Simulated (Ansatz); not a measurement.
LaSiRu in space group P4/nmm (No. 129; Si on 2c, La on 2c, Ru on 2a), PBE in the plane-wave PAW code Ansatz, all energies at zero smearing, with the estimated change up to a 700 eV cutoff added, with one set of potentials and settings (totals compare only within such a set). Cell of 6 atoms (2 Si, 2 La, 2 Ru): -25533.882 eV.

| element | reference phase | E (eV/atom) |
|---|---|---|
| Si | Fd-3m, 2 atoms in the cell | -635.8096 |
| La | P6_3/mmc, 4 atoms in the cell | -6250.0953 |
| Ru | P6_3/mmc, 2 atoms in the cell | -5878.6876 |

Formation energy per atom, worked out: (-25533.882 − 2×(-635.8096) − 2×(-6250.0953) − 2×(-5878.6876))/6 = -0.783 eV/atom (-76 kJ per mol of atoms), at 0 K, without zero-point energy or fitted corrections.

The workflow started from an entry of the Crystallography Open Database (COD). Its standing as an ambient phase is unchecked. The cell was relaxed with PBE under the symmetry of its start; its stability against distortions is not shown here. No spin polarisation was allowed. The references are the lowest solids computed at this level, not always the standard phases. Scalar-relativistic: spin–orbit coupling is off unless named, which matters more the heavier the elements.

Potentials: the later of the program's two PAW sets.
